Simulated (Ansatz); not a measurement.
The elements of this relaxed trial crystal are hidden behind letters.

```
lattice vectors (Å)
   5.8807    0.0000    0.0000
  -2.9403    5.0928    0.0000
   0.0000    0.0000    6.4517
fractional positions
X 0.0000 0.0000 0.0000
Z 0.3333 0.6667 0.1851
Z 0.3333 0.6667 0.8149
Z 0.6667 0.3333 0.8149
Z 0.6667 0.3333 0.1851
Z 0.2742 0.0000 0.6488
Z 0.0000 0.2742 0.6488
Z 0.7258 0.7258 0.6488
Z 0.0000 0.7258 0.3512
Z 0.7258 0.0000 0.3512
Z 0.2742 0.2742 0.3512
```

Level of theory: Ansatz, DFT PBE, scalar-relativistic, plane waves, PAW. Cutoff 420 eV, Γ-centred 6×6×6 mesh (11-atom cell), Gaussian smearing of 0.10 eV, no spin polarisation.

```
Space group                               : P-31m (No. 162)
Conventional cell                         : a = 5.881 Å, c = 6.452 Å
Volume per atom                           : 17.57 Å³
Density                                   : 2.80 g/cm³
Formation energy                          : +0.26 eV/atom
Gap on the 6×6×6 mesh of the 11-atom cell : 0 eV (a metal)
```

Energies are uncorrected and count from the elements' standard states at the same level.

Question: X is a d-block element of period 4 and Z is a p-block element of period 3. Which elements are they?

Answer: X = Sc, Z = Si, so the formula is ScSi10. Density times volume gives a mean mass of 2.80 × 17.57/1.6605 = 29.6 u per atom, and this set has 29.6 u. Around Sc lie 6 Si at 2.78 Å; Si on a site of symmetry 3 is surrounded by 4 Si at 2.39–2.41 Å; Si on a site of symmetry m is surrounded by 4 Si at 2.41–2.51 Å, 1 Sc at 2.78 Å and 2 Si at 2.79 Å. Other sets within the hints have nearly the same mass, so mass alone doesn't settle it; this one was computed.

A structure relaxed within its symmetry needn't be a true minimum.
